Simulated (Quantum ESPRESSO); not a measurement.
pw.x input (Quantum ESPRESSO 7.5; PBEsol, PseudoDojo standard norm-conserving files, scalar-relativistic):

```
&CONTROL
  calculation = 'scf'
  pseudo_dir = './pseudo'
  outdir = './out'
  tprnfor = .true.
  tstress = .true.
/
&SYSTEM
  ibrav = 0
  nat = 2
  ntyp = 1
  ecutwfc = 78.0
  ecutrho = 312.0
  occupations = 'smearing'
  smearing = 'fd'
  degauss = 0.002
  nbnd = 18
/
&ELECTRONS
  conv_thr = 2e-10
/
ATOMIC_SPECIES
Ge 72.6300 Ge.upf
CELL_PARAMETERS angstrom
  0.000000000000   2.839281205000   2.839281205000
  2.839281205000   0.000000000000   2.839281205000
  2.839281205000   2.839281205000   0.000000000000
ATOMIC_POSITIONS crystal
Ge   0.000000000000   0.000000000000   0.000000000000
Ge   0.250000000000   0.250000000000   0.250000000000
K_POINTS automatic
8 8 8 0 0 0
```

End of the output:

```
     total energy              =    -356.80609908 Ry
     estimated scf accuracy    <       0.00000079 Ry
     total energy              =    -356.80609929 Ry
     estimated scf accuracy    <       0.00000004 Ry
     total energy              =    -356.80609929 Ry
     estimated scf accuracy    <          3.5E-09 Ry
[...]
     the Fermi energy is     9.2706 ev
!    total energy              =    -356.80609929 Ry
     estimated scf accuracy    <          4.1E-11 Ry
     smearing contrib. (-TS)   =      -0.00002340 Ry
     internal energy E=F+TS    =    -356.80607589 Ry
     The total energy is F=E-TS. E is the sum of the following terms:
     one-electron contribution =    -184.69700473 Ry
     hartree contribution      =     111.04330268 Ry
     xc contribution           =     -86.37303797 Ry
     ewald contribution        =    -196.77933587 Ry
     convergence has been achieved in   7 iterations
     Forces acting on atoms (cartesian axes, Ry/au):
     atom    1 type  1   force =     0.00000000    0.00000000    0.00000000
     atom    2 type  1   force =     0.00000000    0.00000000    0.00000000
     Total force =     0.000000     Total SCF correction =     0.000000
     Computing stress (Cartesian axis) and pressure
          total   stress  (Ry/bohr**3)                   (kbar)     P=       -0.98
  -0.00000669   0.00000000   0.00000000           -0.98        0.00        0.00
   0.00000000  -0.00000669   0.00000000            0.00       -0.98        0.00
   0.00000000   0.00000000  -0.00000669            0.00        0.00       -0.98
```

Spin-orbit coupling is not included.

Geometry relaxed with PBEsol.
